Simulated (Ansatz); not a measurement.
FeCuSO: gradients before and after relaxing the atoms

Start: a refined structure from the COD, atoms as given.

```cif
data_FeCuSO
_symmetry_space_group_name_H-M 'P4/nmm:1'
_symmetry_Int_Tables_number 129
_cell_length_a 3.8219
_cell_length_b 3.8219
_cell_length_c 8.6450
_cell_angle_alpha 90.000
_cell_angle_beta 90.000
_cell_angle_gamma 90.000
loop_
_atom_site_label
_atom_site_type_symbol
_atom_site_symmetry_multiplicity
_atom_site_Wyckoff_symbol
_atom_site_fract_x
_atom_site_fract_y
_atom_site_fract_z
Fe Fe 2 a 0.5000 0.5000 0.0000
Cu Cu 2 b 0.0000 0.0000 0.5000
S S 2 c 0.5000 0.0000 0.3442
O O 2 c 0.5000 0.0000 0.9256
```

One atom of each set is listed.

Method: Kohn–Sham DFT in Ansatz, PBE, plane waves and PAW, scalar-relativistic, collinear spin, 420 eV cutoff, Γ-centred 9×9×4 k-points, Fermi–Dirac smearing 0.05 eV. Start moments as typed (μB): 5 on each Fe, none on the rest. The program fits them to the shells of the files, so those used differ somewhat.

The largest force at the start is 0.27 eV/Å. Relaxing the ions at fixed cell moves them by 0.049 Å at most (atom 7, O) and 0.025 Å rms.

| site | moved (Å) | first shell before | first shell after | V_zz before (10²¹ V/m²) | η before |
| --- | --- | --- | --- | --- | --- |
| Fe | 0.000 | 4 O at 2.02 Å | 4 O at 2.00 Å | 12.25 | 0.00 |
| Cu | 0.000 | 4 S at 2.34 Å | 4 S at 2.34 Å | 2.54 | 0.00 |
| S | 0.002 | 4 Cu at 2.34 Å | 4 Cu at 2.34 Å | -3.05 | 0.00 |
| O | 0.049 | 4 Fe at 2.02 Å | 4 Fe at 2.00 Å | -3.79 | 0.00 |

Question: How do the gradients change?

Answer: 

| site | V_zz after | η after | change of V_zz |
| --- | --- | --- | --- |
| Fe | 12.57 | 0.00 | +0.32 |
| Cu | 2.48 | 0.00 | -0.06 |
| S | -2.96 | 0.00 | +0.09 |
| O | -3.87 | 0.00 | -0.08 |

The largest change of V_zz is on Fe, from 12.25 to 12.57. In per cent, |V_zz| changes by +3 on Fe, -3 on Cu, -3 on S, +2 on O (all sites that start above 2).

The run finds no gap above 0.1 eV (a metal, or nearly one), so the gradients can move by 10 % or more with the k-mesh. Semilocal functionals can leave a metal where correlation in the d or f shell opens a gap in the real compound, and that would change the values at and beside Cu and Fe. With these PAW files V_zz is typically within 2 to 3 % of all-electron values, but misses above 10 % occur on Fe. All moments are parallel here, as the start or the cell imposes; many such compounds order antiparallel, where fields and spin densities carried over to other atoms largely cancel. The magnetic order is the one that the run reached from its start moments, not necessarily the measured one.
